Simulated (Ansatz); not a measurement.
# Notes on Li₂Ag₂Pt

```xyz
5
Lattice="0.0000 3.1351 0.0000 4.7476 0.0000 0.0000 2.3738 1.5675 -5.1578" Properties=species:S:1:pos:R:3 pbc="T T T"
Pt    0.0000    0.0000    0.0000
Li    4.7476    1.5675   -1.4163
Li    2.3738    3.1351   -3.7415
Ag    2.3738    1.5675   -1.4692
Ag    4.7476    3.1351   -3.6887
```

The numbers come from plane-wave PAW DFT (Ansatz): PBE, no spin polarisation, 420 eV, 8×8×8 Γ-centred k points, fermi-dirac occupations (width 0.1 eV). Nothing was relaxed.

**Question.** Is the cell too large or too small?

**Answer.** The pressure is 9.3 GPa (compression positive), so with the atoms held at these fractions the cell would first expand; the forces are large, so a full relaxation may end otherwise. The principal stresses 5.8, 10.1, 12.1 GPa differ, so its shape would change too.

**Question.** Where is the largest force?

**Answer.** The largest is on Li2 (and as large on other atoms): 2.78 eV/Å, components (0.00, 0.00, -2.78). It makes 132° with the line to a nearest neighbour, Pt1 at 2.11 Å.

**Question.** How is the charge shared?

**Answer.** Bader charges in e: Li +0.80, Ag -0.24, Pt -1.12. In the mean Li gives up most and Pt takes most.

**Question.** Is there a gap?

**Answer.** It is a metal, with about 1.5 states/eV a cell as the mean within 0.25 eV of the Fermi level, mostly Ag s (24 %), Pt d (20 %) and Li s (18 %).

**Question.** What do density and ELF say about some of the short contacts?

**Answer.** Pt–Li at 2.11 Å: least valence density 0.30 e/Å³ and ELF 0.10 there. Li–Ag at 2.37 Å: least valence density 0.14 e/Å³ and ELF 0.03 there. These are pseudo-fields; inside the PAW spheres they differ from the all-electron ones.

Origin: a known structure type with other elements, at an estimated volume, so it need not be a known compound. Caveats: atoms or cell far from equilibrium.
